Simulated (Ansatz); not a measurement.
## Ansatz 0.2.0, relaxation: ZrGaF

The input file (Ansatz 0.2.0, plane waves):

```yaml
crystal:
  lattice:
    - [0.0, 3.591931, 0.0]
    - [3.591931, 0.0, 0.0]
    - [1.795965, 1.795965, -7.009038]
  atoms:
    - { symbol: Zr, position: [0.32097, 0.32097, 0.35806] }
    - { symbol: Zr, position: [0.67903, 0.67903, 0.64194] }
    - { symbol: F, position: [0.5, 0.0, 0.0] }
    - { symbol: F, position: [0.0, 0.5, 0.0] }
    - { symbol: Ga, position: [0.13029, 0.13029, 0.73942] }
    - { symbol: Ga, position: [0.86971, 0.86971, 0.26058] }
  symmetry: { tolerance: 0.0003 }
kpoints:
  mp_grid: { grid: [7, 7, 7], shift: [0, 0, 0] }
magnetization:
  spin_polarized: false
scf:
  occupations: { method: fermi_dirac }
  lower_state_search: "off"
hamiltonian:
  pseudopotentials: { kind: paw }
  xc: pbe
basis:
  ecutwfc: 420
  fft_grid_basis: typed
relax:
  max_steps: 80
  cell: { p_target: 20.0 }
output:
  forces: true
  stress: true
  eigenvalues: true
  bader: true
  populations: true
  elf: true
  write_potential: true
  volumetric_format: npy
  dos:
    e_range: [-12, 8]
    de: 0.05
    projected: { site_lists: { F: [F], Ga: [Ga], Zr: [Zr] } }
  write_density: true
checkpoint:
  read: saved_state
```

Run with:

```bash
ansatz run input.yaml --threads 2 --pin off --max-ram 3584MiB --backend cpu --events-out ev --progress --plain --runs-dir out
```

Origin of the cell: a known structure type with other elements, at an estimated volume, so it need not be a known compound.

The smearing width isn't typed, so it takes its default of 0.1 eV.

The saved state is a converged single point of the same cell.

Steps («new basis» is an SCF on plane waves selected anew at the same cell):

| step | ΔH (meV/atom) | max force component (eV/Å) | P (GPa) | volume (Å³) | SCF iterations | step was |
| --- | --- | --- | --- | --- | --- | --- |
| 1 | 0.0 | 2.008 | 14.99 | 90.43 | 7 | accepted |
| 2 | -174.2 | 1.066 | 16.64 | 87.96 | 9 | accepted |
| 3 | -260.8 | 0.613 | 23.84 | 84.34 | 9 | accepted |
| 4 | -265.2 | 0.059 | 17.40 | 87.25 | 9 | accepted |
| 5 | -267.3 | 0.137 | 20.23 | 85.79 | 8 | accepted |
| 6 | -267.5 | 0.025 | 19.89 | 85.97 | 7 | accepted |
| 7 | -267.6 | 0.008 | 19.91 | 85.94 | 6 | accepted |
| 8 | -267.6 | 0.001 | 19.99 | 85.90 | 6 | accepted |
| 9 | -268.0 | 0.003 | 20.00 | 85.90 | 8 | new basis |
| 10 | -268.1 | 0.002 | 20.03 | 85.88 | 6 | accepted |
| 11 | -268.1 | 0.002 | 20.03 | 85.88 | 6 | new basis |

Step 1, with forces in eV/Å:

```xyz
6
Lattice="0.000 3.592 0.000 3.592 0.000 0.000 1.796 1.796 -7.009" Properties=species:S:1:pos:R:3:forces:R:3 pbc="T T T" step=1
Zr    1.796    1.796   -2.510    0.000    0.000   -0.653
Zr    3.592    3.592   -4.499    0.000    0.000    0.653
F     0.000    1.796    0.000    0.000    0.000    0.000
F     1.796    0.000    0.000    0.000    0.000    0.000
Ga    1.796    1.796   -5.183    0.000    0.000   -2.008
Ga    3.592    3.592   -1.826    0.000    0.000    2.008
```

Step 2, with forces in eV/Å:

```xyz
6
Lattice="0.000 3.632 0.000 3.632 0.000 0.000 1.816 1.816 -6.667" Properties=species:S:1:pos:R:3:forces:R:3 pbc="T T T" step=2
Zr    1.816    1.816   -2.407    0.000    0.000   -0.873
Zr    3.632    3.632   -4.260    0.000    0.000    0.873
F     0.000    1.816    0.000    0.000    0.000    0.000
F     1.816    0.000    0.000    0.000    0.000    0.000
Ga    1.816    1.816   -5.025    0.000    0.000   -1.066
Ga    3.632    3.632   -1.642    0.000    0.000    1.066
```

Step 3, with forces in eV/Å:

```xyz
6
Lattice="0.000 3.651 0.000 3.651 0.000 0.000 1.826 1.826 -6.325" Properties=species:S:1:pos:R:3:forces:R:3 pbc="T T T" step=3
Zr    1.826    1.826   -2.400    0.000    0.000    0.458
Zr    3.651    3.651   -3.926    0.000    0.000   -0.458
F     0.000    1.826    0.000    0.000    0.000    0.000
F     1.826    0.000    0.000    0.000    0.000    0.000
Ga    1.826    1.826   -4.877    0.000    0.000   -0.613
Ga    3.651    3.651   -1.449    0.000    0.000    0.613
```

Step 4, with forces in eV/Å:

```xyz
6
Lattice="0.000 3.713 0.000 3.713 0.000 0.000 1.856 1.856 -6.330" Properties=species:S:1:pos:R:3:forces:R:3 pbc="T T T" step=4
Zr    1.856    1.856   -2.379    0.000    0.000    0.020
Zr    3.713    3.713   -3.951    0.000    0.000   -0.020
F     0.000    1.856    0.000    0.000    0.000    0.000
F     1.856    0.000    0.000    0.000    0.000    0.000
Ga    1.856    1.856   -4.898    0.000    0.000   -0.059
Ga    3.713    3.713   -1.431    0.000    0.000    0.059
```

Step 5, with forces in eV/Å:

```xyz
6
Lattice="0.000 3.686 0.000 3.686 0.000 0.000 1.843 1.843 -6.312" Properties=species:S:1:pos:R:3:forces:R:3 pbc="T T T" step=5
Zr    1.843    1.843   -2.378    0.000    0.000   -0.028
Zr    3.686    3.686   -3.934    0.000    0.000    0.028
F     0.000    1.843    0.000    0.000    0.000    0.000
F     1.843    0.000    0.000    0.000    0.000    0.000
Ga    1.843    1.843   -4.902    0.000    0.000    0.137
Ga    3.686    3.686   -1.410    0.000    0.000   -0.137
```

Step 6, with forces in eV/Å:

```xyz
6
Lattice="0.000 3.690 0.000 3.690 0.000 0.000 1.845 1.845 -6.313" Properties=species:S:1:pos:R:3:forces:R:3 pbc="T T T" step=6
Zr    1.845    1.845   -2.376    0.000    0.000    0.025
Zr    3.690    3.690   -3.936    0.000    0.000   -0.025
F     0.000    1.845    0.000    0.000    0.000    0.000
F     1.845    0.000    0.000    0.000    0.000    0.000
Ga    1.845    1.845   -4.893    0.000    0.000    0.010
Ga    3.690    3.690   -1.420    0.000    0.000   -0.010
```

Step 11, with forces in eV/Å:

```xyz
6
Lattice="0.000 3.700 0.000 3.700 0.000 0.000 1.850 1.850 -6.274" Properties=species:S:1:pos:R:3:forces:R:3 pbc="T T T" step=11
Zr    1.850    1.850   -2.347    0.000    0.000    0.002
Zr    3.700    3.700   -3.926    0.000    0.000   -0.002
F     0.000    1.850    0.000    0.000    0.000    0.000
F     1.850    0.000    0.000    0.000    0.000    0.000
Ga    1.850    1.850   -4.857    0.000    0.000    0.000
Ga    3.700    3.700   -1.417    0.000    0.000    0.000
```

- Enthalpy lowered by: 268.1 meV/atom
- Volume change: -5.03 %
- Final pressure: 20.03 GPa
- Relaxation steps listed: 11

Caveats: no moments, though an odd count or open d shells may carry them; the relaxation held the start's symmetry, so the end may be a saddle point.

Time: 85 s of wall time on 2 CPU thread(s) of a shared host, from a saved density.
